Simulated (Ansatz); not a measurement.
Put HfB in Immm (No. 71): Hf on 4j; B on 4h.

The calculation used DFT PBE, scalar-relativistic, plane waves, PAW (Ansatz). Cutoff 420 eV, Γ-centred mesh, Gaussian smearing, no spin polarisation.

Energies over the elements count from the elements' standard structures at the same level, with no fitted energy shifts.

Problem. Give the relaxed lattice parameters and positions.

Solution.

Space group Immm (No. 71). a = 3.527 Å, b = 5.464 Å, c = 6.155 Å, α = 90.00°, β = 90.00°, γ = 90.00°
```json
{"atom": "Hf", "site": "4j", "symmetry": "mm2", "x": "0.5000", "y": "0.0000", "z": "0.7486"}
{"atom": "B", "site": "4h", "symmetry": "m2m", "x": "0.0000", "y": "0.1497", "z": "0.5000"}
```

Hf is surrounded by 6 B at 2.46–2.47 Å and 6 Hf at 3.06–3.25 Å; B has 1 B at 1.64 Å and 6 Hf at 2.46–2.47 Å. Another local minimum with the same sites may exist.

Problem. And its energy and gap?

Solution. The energy over the elements is −0.40 eV/atom and the gap on the 16×16×16 mesh of the 4-atom cell is 0 eV (a metal).

The last run used Gaussian smearing of 0.10 eV. Spin–orbit coupling, which can matter for Hf, is left out. A structure relaxed within its symmetry needn't be a true minimum. Another cell of HfB relaxed alike, in Fm-3m, lies 15 meV/atom lower, so this cell isn't the stable form at this level.
